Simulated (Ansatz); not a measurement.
Geometry optimisation in Ansatz: input, command and trajectory.

```yaml
crystal:
  lattice:
    - [1.6445983257, 0.949509286, 7.6235474713]
    - [-1.6445983257, 0.949509286, 7.6235474713]
    - [0.0, -1.8990185721, 7.6235474713]
  atoms:
    - { symbol: Cd, position: [0.4, 0.4, 0.4] }
    - { symbol: Cd, position: [0.6, 0.6, 0.6] }
    - { symbol: C, position: [0.0, 0.0, 0.0] }
    - { symbol: C, position: [0.2095, 0.2095, 0.2095] }
    - { symbol: C, position: [0.7905, 0.7905, 0.7905] }
basis:
  ecutwfc: 420
kpoints:
  mp_grid: { grid: [6, 6, 6] }
hamiltonian:
  xc: pbe
scf:
  occupations: { method: gaussian, width: 0.1 }
  lower_state_search: "off"
output:
  forces: true
  stress: true
  eigenvalues: true
relax:
  adjacent_minimum: "off"
  f_tol: 0.04
  max_steps: 70
  cell: { stress_tol: 0.4 }
```

```bash
ansatz run input.yaml --threads 1 --pin off --max-ram 2560MiB --backend cpu --events-out ev --progress --plain --runs-dir out
```

All numbers below come from Ansatz, DFT PBE, scalar-relativistic, plane waves, PAW.

Of 31 frames 10 are shown, positions in Å and forces in eV/Å; the SCF threshold varies from step to step. Steps run on the plane waves of an earlier cell, with a Pulay correction in the pressure. The basis is chosen afresh for the last frame, the zero of the energies, and at times for earlier ones too; energy and pressure step there, also at an unchanged geometry. Here that happened at steps 16 (-48 meV/atom, 4.2 GPa), 21 (-9 meV/atom, 0.7 GPa), 28 (-4 meV/atom, 0.1 GPa); the frames before carry an error of that size. The mark taken_back stands on steps that the optimiser undid. The end is built of layers, and without a dispersion correction their distances are poorly fixed.

```xyz
5
Lattice="1.6446 0.9495 7.6235 -1.6446 0.9495 7.6235 0.0000 -1.8990 7.6235" Properties=species:S:1:pos:R:3:forces:R:3 pbc="T T T" step=1 free_energy_over_end_meV_per_atom=1450.76 pressure_GPa=-3.37
Cd    0.0000    0.0000    9.1483    0.0000    0.0000   -0.1368
Cd    0.0000    0.0000   13.7224    0.0000    0.0000    0.1368
C     0.0000    0.0000    0.0000    0.0000    0.0000    0.0000
C     0.0000    0.0000    4.7914    0.0000    0.0000   -1.4318
C     0.0000    0.0000   18.0792    0.0000    0.0000    1.4318
5
Lattice="1.6114 0.9304 7.0040 -1.6114 0.9304 7.0040 0.0000 -1.8607 7.0040" Properties=species:S:1:pos:R:3:forces:R:3 pbc="T T T" step=4 free_energy_over_end_meV_per_atom=772.91 pressure_GPa=-5.92
Cd    0.0000    0.0000    8.4656    0.0000    0.0000   -0.4252
Cd    0.0000    0.0000   12.5463    0.0000    0.0000    0.4252
C     0.0000    0.0000    0.0000    0.0000    0.0000    0.0000
C     0.0000    0.0000    3.8776    0.0000    0.0000   -1.7350
C     0.0000    0.0000   17.1344    0.0000    0.0000    1.7350
5
Lattice="1.4096 0.8138 8.3981 -1.4096 0.8138 8.3981 0.0000 -1.6277 8.3981" Properties=species:S:1:pos:R:3:forces:R:3 pbc="T T T" step=8 free_energy_over_end_meV_per_atom=298.08 pressure_GPa=2.12
Cd    0.0000    0.0000   10.1093    0.0000    0.0000   -0.1860
Cd    0.0000    0.0000   15.0850    0.0000    0.0000    0.1860
C     0.0000    0.0000    0.0000    0.0000    0.0000    0.0000
C     0.0000    0.0000    4.2255    0.0000    0.0000    0.1245
C     0.0000    0.0000   20.9688    0.0000    0.0000   -0.1245
5
Lattice="1.3618 0.7862 9.4986 -1.3618 0.7862 9.4986 0.0000 -1.5725 9.4986" Properties=species:S:1:pos:R:3:forces:R:3 pbc="T T T" step=11 free_energy_over_end_meV_per_atom=144.25 pressure_GPa=1.98
Cd    0.0000    0.0000   11.2797    0.0000    0.0000    0.0953
Cd    0.0000    0.0000   17.2160    0.0000    0.0000   -0.0953
C     0.0000    0.0000    0.0000    0.0000    0.0000    0.0000
C     0.0000    0.0000    4.7859    0.0000    0.0000   -0.6869
C     0.0000    0.0000   23.7098    0.0000    0.0000    0.6869
5
Lattice="1.3477 0.7781 9.8456 -1.3477 0.7781 9.8456 0.0000 -1.5562 9.8456" Properties=species:S:1:pos:R:3:forces:R:3 pbc="T T T" step=14 free_energy_over_end_meV_per_atom=131.64 pressure_GPa=0.35
Cd    0.0000    0.0000   11.6932    0.0000    0.0000   -0.0192
Cd    0.0000    0.0000   17.8436    0.0000    0.0000    0.0192
C     0.0000    0.0000    0.0000    0.0000    0.0000    0.0000
C     0.0000    0.0000    4.9254    0.0000    0.0000    0.0148
C     0.0000    0.0000   24.6114    0.0000    0.0000   -0.0148
5
Lattice="1.3452 0.7766 10.4871 -1.3452 0.7766 10.4871 0.0000 -1.5533 10.4871" Properties=species:S:1:pos:R:3:forces:R:3 pbc="T T T" step=18 free_energy_over_end_meV_per_atom=33.80 pressure_GPa=2.15
Cd    0.0000    0.0000   12.3868    0.0000    0.0000    0.0251
Cd    0.0000    0.0000   19.0745    0.0000    0.0000   -0.0251
C     0.0000    0.0000    0.0000    0.0000    0.0000    0.0000
C     0.0000    0.0000    5.2468    0.0000    0.0000   -0.0636
C     0.0000    0.0000   26.2145    0.0000    0.0000    0.0636
5
Lattice="1.3362 0.7715 11.2101 -1.3362 0.7715 11.2101 0.0000 -1.5429 11.2101" Properties=species:S:1:pos:R:3:forces:R:3 pbc="T T T" step=21 free_energy_over_end_meV_per_atom=8.90 pressure_GPa=0.59
Cd    0.0000    0.0000   13.2555    0.0000    0.0000   -0.0081
Cd    0.0000    0.0000   20.3747    0.0000    0.0000    0.0081
C     0.0000    0.0000    0.0000    0.0000    0.0000    0.0000
C     0.0000    0.0000    5.6051    0.0000    0.0000    0.0036
C     0.0000    0.0000   28.0252    0.0000    0.0000   -0.0036
5
Lattice="1.3323 0.7692 12.2178 -1.3323 0.7692 12.2178 0.0000 -1.5385 12.2178" Properties=species:S:1:pos:R:3:forces:R:3 pbc="T T T" step=24 free_energy_over_end_meV_per_atom=6.94 pressure_GPa=1.40 taken_back
Cd    0.0000    0.0000   14.2345    0.0000    0.0000    0.1462
Cd    0.0000    0.0000   22.4189    0.0000    0.0000   -0.1462
C     0.0000    0.0000    0.0000    0.0000    0.0000    0.0000
C     0.0000    0.0000    6.1088    0.0000    0.0000    0.0035
C     0.0000    0.0000   30.5446    0.0000    0.0000   -0.0035
5
Lattice="1.3326 0.7694 12.1985 -1.3326 0.7694 12.1985 0.0000 -1.5387 12.1985" Properties=species:S:1:pos:R:3:forces:R:3 pbc="T T T" step=28 free_energy_over_end_meV_per_atom=1.06 pressure_GPa=0.10
Cd    0.0000    0.0000   14.2886    0.0000    0.0000    0.0007
Cd    0.0000    0.0000   22.3070    0.0000    0.0000   -0.0007
C     0.0000    0.0000    0.0000    0.0000    0.0000    0.0000
C     0.0000    0.0000    6.0992    0.0000    0.0000    0.0006
C     0.0000    0.0000   30.4963    0.0000    0.0000   -0.0006
5
Lattice="1.3316 0.7688 12.7075 -1.3316 0.7688 12.7075 0.0000 -1.5375 12.7075" Properties=species:S:1:pos:R:3:forces:R:3 pbc="T T T" step=31 free_energy_over_end_meV_per_atom=0.00 pressure_GPa=0.07
Cd    0.0000    0.0000   14.8064    0.0000    0.0000    0.0008
Cd    0.0000    0.0000   23.3160    0.0000    0.0000   -0.0008
C     0.0000    0.0000    0.0000    0.0000    0.0000    0.0000
C     0.0000    0.0000    6.3538    0.0000    0.0000   -0.0009
C     0.0000    0.0000   31.7687    0.0000    0.0000    0.0009
```

The start puts this composition into another compound's structure type, which needn't suit it. At the end the space group is R-3m (tolerance 0.05 Å).

The run took 2.1 min on 1 thread of Arm Neoverse V2 (shared host), peak memory 0.37 GiB.

The k mesh is coarse.